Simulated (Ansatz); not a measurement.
Input file for Ansatz (an electronic-structure program):

Ansatz 0.2 input:
```yaml
crystal:
  lattice:
    - [4.4676271542, 0.0, 0.0]
    - [0.0, 4.4676271542, 0.0]
    - [0.0, 0.0, 4.4676271542]
  atoms:
    - { symbol: Al, position: [0.0, 0.0, 0.0] }
    - { symbol: Ga, position: [0.5, 0.5, 0.0] }
    - { symbol: Ga, position: [0.0, 0.5, 0.5] }
    - { symbol: Ga, position: [0.5, 0.0, 0.5] }
    - { symbol: N, position: [0.7550309376, 0.7550309376, 0.2449690624] }
    - { symbol: N, position: [0.7550309376, 0.2449690624, 0.7550309376] }
    - { symbol: N, position: [0.2449690624, 0.2449690624, 0.2449690624] }
    - { symbol: N, position: [0.2449690624, 0.7550309376, 0.7550309376] }
kpoints:
  mp_grid: { grid: [5, 5, 5] }
  band_path:
    path:
      - [[0.0, 0.0, 0.0], [0.0, 0.5, 0.0], [0.5, 0.5, 0.0], [0.0, 0.0, 0.0], [0.5, 0.5, 0.5], [0.0, 0.5, 0.0]]  # Γ-X-M-Γ-R-X
      - [[0.5, 0.5, 0.5], [0.5, 0.5, 0.0]]  # R-M
      - [VBM, CBM]
    npoints: 12
basis: { xc_grid: 2 }
hamiltonian:
  xc: pbesol
  pseudopotentials: { kind: paw }
magnetization: { noncollinear: true, spin_orbit: true }
scf:
  n_extra_bands: 16
  convergence: { dr2_threshold: 0.0000000001 }
  occupations: { method: gaussian, width: 0.01 }
checkpoint: { write: soc.run }
output: { eigenvalues: true }
```

Output (shortened):

```
Pseudopotential: Al, paw_fr, valence charge 3
Pseudopotential: Ga, paw_fr, valence charge 13
Pseudopotential: N, paw_fr, valence charge 5
Functional definition: PBEsol
non-collinear run that drives no moment, with spin-orbit …
Crystal: 8 atoms, lattice volume = 89.172 Å³
Basis set: ecut = 420 eV, 1743 PW (Γ), exchange–correlation on 60×60×60 points (8 copies of the dense FFT grid, shifted against one another)
Bands: 78, of which v1, the nominal top of the filled ones, is band 62 counted from 1 (61 counted from 0)
Symmetry: 24 space group operations + 24 with time reversal
k-points: 10 of 125 (time reversal used)
Projection manifold: j_resolved (fully-relativistic pseudo-atomic orbitals)
SCF iter   1: F=—  HF=-13277.481700 eV  |F-HF|=—  |Δ(HF+E_count)|=         —  Δρ=1.05e-1  dr2=9.68e0  dr2_m=0.00e0 (ungated)  ethr=3.10e-3  |M|=0.00e0 ∫|m|=0.00e0 μB  |m|>n=0.0e0 m-floor=0.0e0 τ_xc=0.0e0  β_m=0.30  ⟨swp⟩=6.0  Hψ=3322  notcnv=0  defer=27
preconditioner: auto → Resta (q_TF=auto, 2.568 Å⁻¹)
spin=Noncollinear: Resta preconditioning applied to the charge; magnetization (m_x, m_y, m_z) channels mix plain (no charge-response kernel on spin).
SCF iter   2: F=—  HF=-13275.474376 eV  |F-HF|=—  |Δ(HF+E_count)|=    2.01e0  Δρ=6.01e-2  dr2=2.86e0  dr2_m=0.00e0 (ungated)  ethr=3.10e-3  |M|=0.00e0 ∫|m|=0.00e0 μB  |m|>n=0.0e0 m-floor=0.0e0 τ_xc=0.0e0  β_m=0.47  ⟨swp⟩=2.1  Hψ=1198  notcnv=0  defer=82
SCF iter   3: F=—  HF=-13274.692664 eV  |F-HF|=—  |Δ(HF+E_count)|=   7.82e-1  Δρ=2.14e-2  dr2=2.46e-1  dr2_m=0.00e0 (ungated)  ethr=3.10e-3  |M|=0.00e0 ∫|m|=0.00e0 μB  |m|>n=0.0e0 m-floor=0.0e0 τ_xc=0.0e0  β_m=0.69  ⟨swp⟩=2.2  Hψ=1025  notcnv=0  defer=82
SCF iter   4: F=—  HF=-13274.639157 eV  |F-HF|=—  |Δ(HF+E_count)|=   5.35e-2  Δρ=2.69e-3  dr2=6.10e-3  dr2_m=0.00e0 (ungated)  ethr=3.96e-4  |M|=0.00e0 ∫|m|=0.00e0 μB  |m|>n=0.0e0 m-floor=0.0e0 τ_xc=0.0e0  β_m=0.75  ⟨swp⟩=3.0  Hψ=1456  notcnv=0  defer=80
SCF iter   5: F=—  HF=-13274.640336 eV  |F-HF|=—  |Δ(HF+E_count)|=   1.18e-3  Δρ=2.05e-3  dr2=1.73e-3  dr2_m=0.00e0 (ungated)  ethr=9.83e-6  |M|=0.00e0 ∫|m|=0.00e0 μB  |m|>n=0.0e0 m-floor=0.0e0 τ_xc=0.0e0  β_m=0.71  ⟨swp⟩=2.6  Hψ=1416  notcnv=0  defer=80
SCF iter   6: F=—  HF=-13274.639958 eV  |F-HF|=—  |Δ(HF+E_count)|=   3.78e-4  Δρ=3.39e-4  dr2=5.74e-5  dr2_m=0.00e0 (ungated)  ethr=2.79e-6  |M|=0.00e0 ∫|m|=0.00e0 μB  |m|>n=0.0e0 m-floor=0.0e0 τ_xc=0.0e0  β_m=0.83  ⟨swp⟩=2.0  Hψ=1390  notcnv=0  defer=80
SCF iter   7: F=—  HF=-13274.639980 eV  |F-HF|=—  |Δ(HF+E_count)|=   2.17e-5  Δρ=7.57e-5  dr2=3.92e-6  dr2_m=0.00e0 (ungated)  ethr=9.25e-8  |M|=0.00e0 ∫|m|=0.00e0 μB  |m|>n=0.0e0 m-floor=0.0e0 τ_xc=0.0e0  β_m=0.92  ⟨swp⟩=2.0  Hψ=1164  notcnv=0  defer=80
SCF iter   8: F=—  HF=-13274.639985 eV  |F-HF|=—  |Δ(HF+E_count)|=   4.95e-6  Δρ=1.44e-5  dr2=1.68e-7  dr2_m=0.00e0 (ungated)  ethr=6.32e-9  |M|=0.00e0 ∫|m|=0.00e0 μB  |m|>n=0.0e0 m-floor=0.0e0 τ_xc=0.0e0  β_m=0.96  ⟨swp⟩=2.4  Hψ=1282  notcnv=0  defer=80
SCF iter  10: F=-13274.639985 eV  HF=-13274.639985 eV  |F-HF|=0.00e0  |Δ(HF+E_count)|=  9.46e-10  Δρ=3.19e-7  dr2=6.06e-11  dr2_m=0.00e0 (ungated)  ethr=1.00e-12  |M|=0.00e0 ∫|m|=0.00e0 μB  |m|>n=0.0e0 m-floor=0.0e0 τ_xc=0.0e0  ⟨swp⟩=13.0  Hψ=3074  notcnv=0
SCF 1 converged in 10 iterations: F = -13274.639985 eV  dr2 = 6.06e-11
NSCF: frozen V_eff on 20 k-points
NSCF: frozen V_eff on 20 k-points
NSCF: frozen V_eff on 20 k-points
NSCF: frozen V_eff on 2 k-points
NSCF: frozen V_eff on 3 k-points
NSCF: frozen V_eff on 3 k-points
NSCF: frozen V_eff on 3 k-points
NSCF: frozen V_eff on 3 k-points
NSCF: frozen V_eff on 3 k-points
NSCF: frozen V_eff on 87 k-points
SCF converged after 10 iterations
Magnetization: |M| = 0.0000 μB,  M = (+0.0000, +0.0000, +0.0000) μB
Absolute magnetization: 0.0000 μB (∫|m|)
  site 0: m = (+0.0000, +0.0000, +0.0000) μB, |m| = 0.0000 μB  (R = 0.78 Å)
  site 1: m = (+0.0000, +0.0000, +0.0000) μB, |m| = 0.0000 μB  (R = 0.80 Å)
  site 2: m = (+0.0000, +0.0000, +0.0000) μB, |m| = 0.0000 μB  (R = 0.80 Å)
  site 3: m = (+0.0000, +0.0000, +0.0000) μB, |m| = 0.0000 μB  (R = 0.80 Å)
  site 4: m = (+0.0000, +0.0000, +0.0000) μB, |m| = 0.0000 μB  (R = 0.78 Å)
  site 5: m = (+0.0000, +0.0000, +0.0000) μB, |m| = 0.0000 μB  (R = 0.78 Å)
  site 6: m = (+0.0000, +0.0000, +0.0000) μB, |m| = 0.0000 μB  (R = 0.78 Å)
  site 7: m = (+0.0000, +0.0000, +0.0000) μB, |m| = 0.0000 μB  (R = 0.78 Å)
Free energy (F): -13274.639985 eV
Harris-Foulkes:  -13274.639985 eV  (|F-HF|=0.00e0)
Internal energy: -13274.639985 eV  (E = F + TS)
E sigma→0 (E₀):  -13274.639985 eV
Fermi energy:    10.053189 eV
--- Per-component energies (eV) ---
  E_band       = -19.273997
  E_kinetic    = 898.608900
  E_local      = -6509.872452  (includes V_loc(G=0)·N_el)
  E_nonlocal   = 1482.449462
  E_hartree    = 2976.638922
  E_xc         = -483.722981
  E_vxc        = -508.993180  (∫ρ·V_xc dr)
  E_paw        = -6806.236898  (= ΣΔE_a)
  E_vpaw       = -1334.744946  (= ΣTr[D̂ρ^β])
  E_aug_tail   = 0.000175  (compensation charges beyond the density's cutoff)
  E_ewald      = -4835.234395
  E_core_change = 2.729283  (= ΣΔE_core)
  E_smearing   =  0.000000  (= −TS)
  E_closure    =  0.000000  (closes the sum)
  Σ components = -13274.639985   (vs F -13274.639985, Δ=0.00e0)
  [band-id]    e_kinetic+e_local+e_nonlocal+2·e_hartree+e_vxc+e_vpaw+e_augmentation_tail = -19.274198   (vs E_band -19.273997, Δ=-2.00e-4)
--- Band table (eV; the first three rows and the last of 10) ---
  k-point 0: bands = ["-6.7743", "-6.7743", "-5.5647", "-5.5647", "-5.5264", "-5.5264", "-5.5264", "-5.5264", "-4.4817", "-4.4817", "-4.4817", "-4.4817", "-4.4440", "-4.4440", "-4.2086", "-4.2086", "-4.2086", "-4.2086", "-4.1431", "-4.1431", "-3.9838", …
  k-point 1: bands = ["-6.6153", "-6.6153", "-5.5956", "-5.5956", "-5.5620", "-5.5620", "-5.5115", "-5.5115", "-4.4851", "-4.4851", "-4.4584", "-4.4584", "-4.4301", "-4.4301", "-4.2683", "-4.2683", "-4.2030", "-4.2030", "-4.1140", "-4.1140", "-3.9974", …
  k-point 2: bands = ["-6.2186", "-6.2186", "-5.7862", "-5.7862", "-5.5831", "-5.5831", "-5.5013", "-5.5013", "-4.4694", "-4.4694", "-4.4324", "-4.4324", "-4.3724", "-4.3724", "-4.3343", "-4.3343", "-4.2470", "-4.2470", "-4.0703", "-4.0703", "-4.0125", …
  k-point 9: bands = ["-5.8742", "-5.8742", "-5.7053", "-5.7053", "-5.6660", "-5.6637", "-5.6637", "-5.6148", "-4.5042", "-4.4863", "-4.4863", "-4.4854", "-4.3376", "-4.2737", "-4.2737", "-4.1858", "-4.1418", "-4.1418", "-4.0754", "-4.0754", "-4.0628", …
```

Cost: very roughly 4 core-minutes on shared cores.

Space group P-43m. The workflow started from a Materials Project entry (that database holds measured and hypothetical structures alike); the Crystallography Open Database copy checked does not list it. With Al and Ga taken as one species the cell has the higher symmetry F-43m, so it may be an ordered model of a mixed-site phase. Whether it is the stable phase at ambient conditions was not checked. The PBEsol relaxation kept the symmetry of its start; of distortions, only those at the zone centre were tested.

Potentials: the later of the program's two PAW sets.

Ansatz is a plane-wave DFT program.
